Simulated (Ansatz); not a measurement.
input.yaml (Ansatz 0.2.0):

```yaml
crystal:
  lattice:
    - [4.0872249545, 0.0, 0.0]
    - [-2.0436124773, 3.5396406417, 0.0]
    - [0.0, 0.0, 4.4254921247]
  atoms:
    - { symbol: La, position: [0.0, 0.0, 0.0] }
    - { symbol: Cu, position: [0.3333333333, 0.6666666667, 0.5] }
    - { symbol: Cu, position: [0.6666666667, 0.3333333333, 0.5] }
basis:
  ecutwfc: 420
  ecutrho_ratio: 4
kpoints:
  mp_grid: { grid: [10, 10, 8] }
hamiltonian:
  xc: pbesol
scf:
  occupations: { method: gaussian, width: 0.05 }
output:
  forces: true
  stress: true
  eigenvalues: true
relax:
  f_tol: 0.01
  max_steps: 60
  cell: { stress_tol: 0.04 }
```

Launched as:
```sh
ansatz run input.yaml --threads 4 --pin off --max-ram 8192MiB --backend cpu --events-out ev --progress --plain --runs-dir out
```

The start was a prototype's sites filled with these elements; the Crystallography Open Database holds the compound in this structure.

Task: Before reading the output: what should come out?

Result: Final volume 19.86 Å³/atom, energy lowered by 90.8 meV/atom, pressure 0.0 GPa, gap on the mesh zero (metallic) (PBEsol, scalar-relativistic).

The output:

```
Pseudopotentials: kind: paw
Pseudopotential: La, paw, valence charge 11, recommended cutoff 420 eV (normal), La.paw.azcp
Pseudopotential: Cu, paw, valence charge 19, recommended cutoff 420 eV (normal), Cu.paw.azcp
Crystal: 3 atoms, lattice volume = 64.025 Å³
Basis set: ecut = 420 eV, 1215 PW (Γ), exchange–correlation on 60×60×60 points (8 copies of the dense FFT grid, shifted against one another)
Bands: 30, of which v1, the nominal top of the filled ones, is band 25 counted from 1 (24 counted from 0)
Symmetry: 24 space group operations
Space group: P6/mmm (ITA 191), of the structure as read, at distance tolerance 4.0e-5 Å
k-points: 70 of 800
Initial density: superposition of atomic densities (neutral atoms: chi_scale 0, normalization atom), corrected by the library's trained network
Initial wavefunctions: pseudopotential atomic-orbital guess
Functional: x = pbesol(κ = 0.804, μ = 0.12346), c = pbesol(β = 0.046)
```

SCF trace (energy estimate counted from the last row; the run made several SCF loops, for ionic steps, more bands or searches for a lower state, numbered loop.iteration):
| iteration | ΔE (eV) | density residual (eV) |
| --- | --- | --- |
| 1.1 | 0.252 | 1.34e-1 |
| 1.2 | 0.270 | 1.55e-3 |
| 1.3 | 0.272 | 2.91e-3 |
| 1.4 | 0.272 | 5.78e-4 |
| 1.5 | 0.272 | 5.88e-5 |
| 1.6 | 0.272 | 2.24e-6 |
| 1.7 | 0.272 | 1.65e-8 |
| 2.1 | 0.102 | 2.23e-1 |
| 2.2 | 0.129 | 7.01e-3 |
| 2.3 | 0.134 | 7.51e-3 |
| 2.4 | 0.135 | 3.17e-4 |
| 2.5 | 0.135 | 1.78e-5 |
| 2.6 | 0.135 | 3.14e-6 |
| … | … | … |
| 7.5 | 0.000 | 5.70e-8 |
| 7.6 | 0.000 | 1.81e-9 |
| 7.7 | 0.000 | 8.85e-11 |
| 7.8 | 0.000 | 1.76e-12 |

```
SCF converged after 8 iterations
Free energy (F): -19339.320685 eV
E sigma→0 (E₀):  -19339.319423 eV
Entropy (-TS):   -0.002524 eV (-0.841 meV/atom)
Fermi energy:    13.431142 eV
--- Per-component energies (eV) ---
  E_band       = -870.992795
  E_kinetic    = 794.120220
  E_local      = -10856.703702  (includes V_loc(G=0)·N_el)
  E_nonlocal   = 875.258522
  E_hartree    = 4826.130743
  E_xc         = -316.441078
  E_vxc        = -378.041012  (∫ρ·V_xc dr)
  E_paw        = -8578.044103  (= ΣΔE_a)
  E_vpaw       = -957.888854  (= ΣTr[D̂ρ^β])
  E_aug_tail   = 0.000527  (compensation charges beyond the density's cutoff)
  E_ewald      = -6084.221204
  E_core_change = 0.581914  (= ΣΔE_core)
  E_smearing   = -0.002524  (= −TS)
--- Forces (eV/Å), atoms counted from 1 ---
  atom   1  La     0.00000000     0.00000000     0.00000000
  atom   2  Cu     0.00000000     0.00000000     0.00000000
  atom   3  Cu     0.00000000     0.00000000     0.00000000
--- Stress (GPa, compression-positive) ---
        0.008709       0.000000       0.000000
        0.000000       0.008709       0.000000
        0.000000       0.000000      -0.008937
  P = ⅓ Tr σ = 0.0028 GPa (0.028 kbar)
--- Relaxed structure (6 steps of the walk, 6 accepted, 1 SCFs on fresh bases) ---
  F+E_penalty+E_count = -19339.32068460 eV   max|allowed force component| = 4.934e-17 eV/Å   (the final SCF, on the basis selected at the relaxed cell)
  cell:  # Å, volume = 59.5937 Å³
    - [4.25058, 0.00000, 0.00000]
    - [-2.12529, 3.68111, 0.00000]
    - [0.00000, 0.00000, 3.80868]
  atoms:
    - { symbol: La, position: [0.00000, 0.00000, 0.00000] }
    - { symbol: Cu, position: [0.33333, 0.66667, 0.5] }
    - { symbol: Cu, position: [0.66667, 0.33333, 0.5] }
```

It ran for 17 s on 4 threads of Intel(R) Xeon(R) Platinum 8259CL CPU @ 2.50GHz (Skylake/Cascade Lake) (shared host), peak memory 0.55 GiB.

Total energies depend on the potentials used, so only differences within one code and one set of settings carry meaning.

These numbers lack spin–orbit coupling.
